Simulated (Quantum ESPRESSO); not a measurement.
## Al4O4FN (input and log of a self-consistent run)

Computed values, not a measurement. The program is pw.x of Quantum ESPRESSO 7.5 (plane-wave density functional theory). The cell is made up: 10 atoms on a corundum lattice, with randomly drawn elements, strain and displacements, not relaxed. PseudoDojo standard norm-conserving files (v0.5 for PBE, v0.4.1 for LDA and PBEsol) set the functional; there is no spin polarisation, spin-orbit coupling or dispersion term, and the masses in the input are unused placeholders.

Input:

```
&control calculation='scf', pseudo_dir='./dojo.nc.sr.pbe.v0_5.standard.upf', outdir='./o', disk_io='low', tprnfor=.true., tstress=.true. /
&system ibrav=0, nat=10, ntyp=4, nbnd=30, ecutwfc=84.00895049, nosym=.true., tot_charge=0,
 occupations='smearing', smearing='fd', degauss=0.0018374661
/
&electrons conv_thr=7.350e-09, electron_maxstep=60, /
ATOMIC_SPECIES
Al 1.0 Al.upf
F 1.0 F.upf
N 1.0 N.upf
O 1.0 O.upf
CELL_PARAMETERS angstrom
2.3693 1.4929 4.3796
-2.4737 1.4526 4.4487
-0.087 -2.8304 4.3782
ATOMIC_POSITIONS angstrom
Al -0.0358 0.0647 4.6507
Al -0.0737 0.0426 1.9547
Al -0.1458 0.0447 8.609
Al -0.1289 0.1037 11.2508
O -1.002 1.4726 7.7092
O -0.8716 -1.5565 7.6943
O 1.613 0.1858 7.7071
F 0.8777 -1.3025 5.4431
N 0.6716 1.6454 5.5615
O -1.7689 -0.1421 5.4832
K_POINTS automatic
5 5 5 1 1 1
```

The log is shortened where brackets say so; the opening notice, blank lines, dates and the lines on written files are dropped, and the path of the files is cut. It prints rydbergs, bohrs and kilobars, and counts compression as positive stress. With no partly filled state, the Fermi energy that it prints is only some level between the filled and the empty states on the mesh, and need not lie in the true gap.

```
     Program PWSCF v.7.5
     Parallel version (MPI & OpenMP), running on       4 processor cores
     Number of MPI processes:                 4
     Threads/MPI process:                     1
     [start-up lines left out]
     bravais-lattice index     =            0
     lattice parameter (alat)  =       9.8235  a.u.
     unit-cell volume          =     618.8886 (a.u.)^3
     number of atoms/cell      =           10
     number of atomic types    =            4
     number of electrons       =        48.00
     number of Kohn-Sham states=           30
     kinetic-energy cutoff     =      84.0090  Ry
     charge density cutoff     =     336.0358  Ry
     scf convergence threshold =      7.3E-09
     mixing beta               =       0.7000
     number of iterations used =            8  plain     mixing
     Exchange-correlation= PBE
                           (   1   4   3   4   0   0   0)
     [axes and pseudopotential details left out]
   Cartesian axes
     site n.     atom                  positions (alat units)
         1        Al     tau(   1) = (  -0.0068868   0.0124462   0.8946429  )
         2        Al     tau(   2) = (  -0.0141775   0.0081948   0.3760205  )
         3        Al     tau(   3) = (  -0.0280472   0.0085988   1.6560906  )
         4        Al     tau(   4) = (  -0.0247962   0.0199485   2.1642867  )
         5        O      tau(   5) = (  -0.1927521   0.2832802   1.4829984  )
         6        O      tau(   6) = (  -0.1676674  -0.2994198   1.4801322  )
         7        O      tau(   7) = (   0.3102885   0.0357419   1.4825945  )
         8        F      tau(   8) = (   0.1688408  -0.2505585   1.0470748  )
         9        N      tau(   9) = (   0.1291939   0.3165212   1.0698511  )
        10        O      tau(  10) = (  -0.3402786  -0.0273354   1.0547887  )
     number of k points=    63  Fermi-Dirac smearing, width (Ry)=  0.0018
                       cart. coord. in units 2pi/alat
        k(    1) = (   0.0016937  -0.0010005   0.1181203), wk =   0.0320000
        k(    2) = (   0.0048640  -0.2433103   0.1990027), wk =   0.0320000
     [further k points left out]
     Dense  grid:    64377 G-vectors     FFT dimensions: (  60,  60,  60)
     Estimated max dynamical RAM per process >     148.77 MB
     Estimated total dynamical RAM >     547.93 MB
     Initial potential from superposition of free atoms
     starting charge      47.9902, renormalised to      48.0000
     Starting wfcs are   40 randomized atomic wfcs
     total cpu time spent up to now is        2.4 secs
     per-process dynamical memory:   120.7 Mb
     Self-consistent Calculation
     iteration #  1     ecut=    84.01 Ry     beta= 0.70
     Davidson diagonalization with overlap
     ethr =  1.00E-02,  avg # of iterations =  3.5
     total cpu time spent up to now is        6.1 secs
     total energy              =    -220.89853351 Ry
     estimated scf accuracy    <       2.34809593 Ry
     iteration #  2     ecut=    84.01 Ry     beta= 0.70
     Davidson diagonalization with overlap
     ethr =  4.89E-03,  avg # of iterations =  2.3
     total cpu time spent up to now is        9.6 secs
     total energy              =    -221.55514688 Ry
     estimated scf accuracy    <       1.81166599 Ry
     iteration #  3     ecut=    84.01 Ry     beta= 0.70
     Davidson diagonalization with overlap
     ethr =  3.77E-03,  avg # of iterations =  2.0
     total cpu time spent up to now is       12.7 secs
     total energy              =    -221.87786665 Ry
     estimated scf accuracy    <       0.03270127 Ry
     iteration #  4     ecut=    84.01 Ry     beta= 0.70
     Davidson diagonalization with overlap
     ethr =  6.81E-05,  avg # of iterations =  8.6
     total cpu time spent up to now is       17.4 secs
     total energy              =    -221.89359665 Ry
     estimated scf accuracy    <       0.00623005 Ry
     iteration #  5     ecut=    84.01 Ry     beta= 0.70
     Davidson diagonalization with overlap
     ethr =  1.30E-05,  avg # of iterations =  3.8
     total cpu time spent up to now is       21.0 secs
     total energy              =    -221.89406614 Ry
     estimated scf accuracy    <       0.00182983 Ry
     [iterations 6 to 7 left out]
     iteration #  8     ecut=    84.01 Ry     beta= 0.70
     Davidson diagonalization with overlap
     ethr =  1.38E-08,  avg # of iterations =  4.8
     total cpu time spent up to now is       31.5 secs
     total energy              =    -221.89403426 Ry
     estimated scf accuracy    <       0.00000382 Ry
     iteration #  9     ecut=    84.01 Ry     beta= 0.70
     Davidson diagonalization with overlap
     ethr =  7.95E-09,  avg # of iterations =  2.0
     total cpu time spent up to now is       34.4 secs
     total energy              =    -221.89403461 Ry
     estimated scf accuracy    <       0.00000057 Ry
     iteration # 10     ecut=    84.01 Ry     beta= 0.70
     Davidson diagonalization with overlap
     ethr =  1.18E-09,  avg # of iterations =  2.0
     total cpu time spent up to now is       37.5 secs
     total energy              =    -221.89403469 Ry
     estimated scf accuracy    <       0.00000003 Ry
     iteration # 11     ecut=    84.01 Ry     beta= 0.70
     Davidson diagonalization with overlap
     ethr =  6.62E-11,  avg # of iterations =  4.0
     total cpu time spent up to now is       41.1 secs
     total energy              =    -221.89403471 Ry
     estimated scf accuracy    <          9.8E-09 Ry
     iteration # 12     ecut=    84.01 Ry     beta= 0.70
     Davidson diagonalization with overlap
     ethr =  2.04E-11,  avg # of iterations =  2.0
     total cpu time spent up to now is       43.9 secs
     End of self-consistent calculation
          k = 0.0017-0.0010 0.1181 (  8055 PWs)   bands (ev):
   -18.9439 -11.0084  -9.4279  -9.3529  -8.9366  -3.9294  -1.8128  -1.3349
    -0.3705   1.6501   1.8842   2.4101   3.2210   3.4369   3.8911   4.3794
     5.0719   5.7519   6.3471   6.4869   6.6762   7.3630   7.9231   8.6663
    11.9345  14.8871  16.1019  17.1729  17.3729  17.9137
     [levels at the other k points left out]
     the Fermi energy is    11.3832 ev
!    total energy              =    -221.89403471 Ry
     estimated scf accuracy    <          1.7E-09 Ry
     smearing contrib. (-TS)   =      -0.00000000 Ry
     internal energy E=F+TS    =    -221.89403471 Ry
     The total energy is F=E-TS. E is the sum of the following terms:
     one-electron contribution =     -47.71644600 Ry
     hartree contribution      =      57.91571085 Ry
     xc contribution           =     -60.40221110 Ry
     ewald contribution        =    -171.69108846 Ry
     convergence has been achieved in  12 iterations
     Forces acting on atoms (cartesian axes, Ry/au):
     atom    1 type  1   force =    -0.06305694    0.10407513   -0.02873806
     atom    2 type  1   force =    -0.01441919   -0.09899822    0.04617134
     atom    3 type  1   force =     0.12559991   -0.02448680   -0.06886658
     atom    4 type  1   force =     0.06506341   -0.02000467    0.04676133
     atom    5 type  4   force =    -0.04945394    0.00098041    0.00054374
     atom    6 type  4   force =     0.03018401    0.05827834    0.02782031
     atom    7 type  4   force =     0.01541351   -0.02323835   -0.01321244
     atom    8 type  2   force =    -0.04233260   -0.02306834    0.02506245
     atom    9 type  3   force =    -0.06240002   -0.02146002   -0.06118909
     atom   10 type  4   force =    -0.00459815    0.04792253    0.02564701
     Total force =     0.279675     Total SCF correction =     0.000018
     Computing stress (Cartesian axis) and pressure
          total   stress  (Ry/bohr**3)                   (kbar)     P=       -9.58
   0.00021705  -0.00011967   0.00034169           31.93      -17.60       50.26
  -0.00011967  -0.00065004  -0.00043243          -17.60      -95.62      -63.61
   0.00034169  -0.00043243   0.00023766           50.26      -63.61       34.96
     init_run     :      2.32s CPU      2.39s WALL (       1 calls)
     electrons    :     41.36s CPU     41.51s WALL (       1 calls)
     forces       :      0.63s CPU      0.64s WALL (       1 calls)
     stress       :      2.08s CPU      2.09s WALL (       1 calls)
     [timing details left out]
     PWSCF        :     46.46s CPU     46.72s WALL
     JOB DONE.
```

In other units: free energy -3019.022 eV for the cell, pressure -0.96 GPa, largest force component 3.229 eV/Å. A rerun of the same cell at another strain at 1437 eV and a 7 x 7 x 7 mesh moved values by no more than 0.003 eV in energy, 0.02 GPa in stress and 0.002 eV/Å in force.